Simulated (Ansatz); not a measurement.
**InSe — 115In nuclear quadrupole resonance**

Cell: an entry of the Crystallography Open Database (COD), ions relaxed with PBE at fixed cell.

```
In Se
1.0
     4.05000    0.00000    0.00000
    -2.02500    3.50740    0.00000
     0.00000    0.00000   16.93000
In Se
4 4
Direct
  0.33333 0.66667 0.16729
  0.66667 0.33333 0.66729
  0.33333 0.66667 0.33271
  0.66667 0.33333 0.83271
  0.33333 0.66667 0.59180
  0.66667 0.33333 0.09180
  0.33333 0.66667 0.90820
  0.66667 0.33333 0.40820
```

Atoms are numbered from 1 in the order listed; like atoms form one site, named after its first atom.

Computed with Ansatz: DFT, PBEsol, plane waves and PAW, scalar-relativistic, 420 eV cutoff, Γ-centred 13×13×3 k-points, Fermi–Dirac smearing 0.05 eV.

115In: I = 9/2, Q = 772.0 mb (year-2017 value). Static lattice, zero field.

(1) Predict the zero-field 115In lines of each site.

(2) And for In-113 (I = 9/2, Q = 761.0 mb) on In?

Results:

(1) For I = 9/2 and η = 0 the lines are |C_Q|/24 times 1, 2, 3 and 4; η shifts the lowest up most.

| site | atoms | V_zz (10²¹ V/m²) | C_Q (MHz) | η | line frequencies (MHz) |
| --- | --- | --- | --- | --- | --- |
| In | 1, 2, 3, 4 | -10.61 | -198 | 0.00 | 8.25, 16.5, 24.7, 33.0 |

(2) C_Q scales with Q to -195 MHz, with lines at 8.13, 16.3, 24.4, 32.5 MHz.

An axis of threefold or higher order runs through In, so V_zz lies along it and η is zero.

Without spin–orbit coupling (the program notes it for In) the gradients can shift somewhat, as the gap is small. With a gap of 0.3 eV under a smearing of 0.05 eV the band edges are partly filled, so small gradients can hang on the smearing and the k-mesh.

The run took 27 s of wall time (26 s of CPU time) and 0.85 GiB at its peak, on 1 thread of Intel Xeon 6975P-C (Granite Rapids) (x86_64; 16 cores open to the job, memory cap 3.0 GiB, no GPU), a shared host with a load of 0.4 a core.
